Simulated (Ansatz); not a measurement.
Input and command of a plane-wave DFT calculation in Ansatz:

```yaml
crystal:
  lattice:
    - [6.3027046097, 0.0, 0.0]
    - [0.0, 6.4946138847, 0.0]
    - [0.0, 0.0, 4.2422050258]
  atoms:
    - { symbol: "Y", position: [0.5, 0.5, 0.5] }
    - { symbol: "Y", position: [0.0, 0.0, 0.0] }
    - { symbol: Sb, position: [0.225, 0.825, 0.5] }
    - { symbol: Sb, position: [0.725, 0.675, 0.0] }
    - { symbol: Sb, position: [0.775, 0.175, 0.5] }
    - { symbol: Sb, position: [0.275, 0.325, 0.0] }
basis:
  ecutwfc: 420
kpoints:
  mp_grid: { grid: [4, 4, 4] }
hamiltonian:
  xc: pbe
scf:
  occupations: { method: gaussian, width: 0.1 }
  lower_state_search: "off"
output:
  forces: true
  stress: true
  eigenvalues: true
```

```bash
ansatz run input.yaml --threads 1 --pin off --max-ram 2560MiB --backend cpu --events-out ev --progress --plain --runs-dir out
```

Processor: Arm Neoverse N1, 1 thread, on a host shared with other jobs.

Q: Estimate time, memory and problem size.

A: About 28 s on 1 thread of Arm Neoverse N1 (shared host), peak memory 0.55 GiB. It solves 50 bands at 27 k points (the mesh reduced by the symmetry that the task leaves, which can be less than the crystal's) with about 3375 plane waves, in 7 SCF iterations.
